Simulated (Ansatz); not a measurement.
AlGa3N4:
```xyz
8
Lattice="4.4676 0.0000 0.0000 0.0000 4.4676 0.0000 0.0000 0.0000 4.4676" Properties=species:S:1:pos:R:3 pbc="T T T"
Al     0.0000     0.0000     0.0000
Ga     2.2338     2.2338     0.0000
Ga     0.0000     2.2338     2.2338
Ga     2.2338     0.0000     2.2338
N      3.3732     3.3732     1.0944
N      3.3732     1.0944     3.3732
N      1.0944     1.0944     1.0944
N      1.0944     3.3732     3.3732
```

DFT-PBEsol in the program Ansatz with PAW potentials gives a gap of 2.29 eV without spin–orbit coupling, maximum at Γ, minimum at Γ.

What happens when spin–orbit coupling is switched on?

The gap decreases by 0.01 eV, to 2.28 eV; maximum at Γ, minimum at Γ.

How large is the spin–orbit splitting of the valence top at Γ?

The fourfold level lies 0.02 eV above the split-off pair.

Give the electron effective mass with spin–orbit coupling.

0.21 mₑ (isotropic).

Space group P-43m. The first step of the workflow began from a Materials Project structure, measured or hypothetical; the Crystallography Open Database copy checked does not list it. With Al and Ga taken as one species the cell has the higher symmetry F-43m, so it may be an ordered model of a mixed-site phase. Whether it is the stable phase at ambient conditions was not checked. Symmetry was held in the PBEsol relaxation; of distortions, only those at the zone centre were tested.

Potentials: the later of the program's two PAW sets.
